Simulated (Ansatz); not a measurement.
## TiTe$_{2}$: reading a single point

```
Ti Te
1.0
     2.18317    3.78137    0.00000
    -2.18317    3.78137    0.00000
     0.00000    0.00000    4.66412
Ti Te
1 2
Direct
  0.00000 0.00000 0.00000
  0.33330 0.33340 0.50000
  0.66660 0.66670 0.50000
```

The numbers come from plane-wave PAW DFT (Ansatz): r2SCAN, spin-orbit coupling, 500 eV, 9×9×7 Γ-centred k points, fermi-dirac occupations (width 0.1 eV). Nothing was relaxed.

The state carries no moments; the state need not be the lowest.

Problem. Are the atoms at rest?

Solution. The forces vanish by the symmetry of the sites.

Problem. What is the formation energy?

Solution. 2.13 eV an atom against the elements' usual phases (free molecules for gases, crystals otherwise, with no correction for O₂ or N₂), so at this geometry it isn't bound against them. Relaxing would lower it.

Problem. Is the cell too large or too small?

Solution. The pressure is 22.8 GPa (compression positive), so with the atoms held at these fractions the cell would first expand. The principal stresses -11.6, 40.0, 40.0 GPa differ, so its shape would change too.

Problem. Is there a gap?

Solution. It is a metal, with about 6.9 states/eV a cell as the mean within 0.25 eV of the Fermi level, mostly Ti d (80 %).

Problem. Give the Bader charges.

Solution. Bader charges in e: Ti +1.02, Te -0.51. In the mean Ti gives up most and Te takes most.

Origin: a known structure type with other elements, at an estimated volume, so it need not be a known compound. Caveats: atoms or cell far from equilibrium.
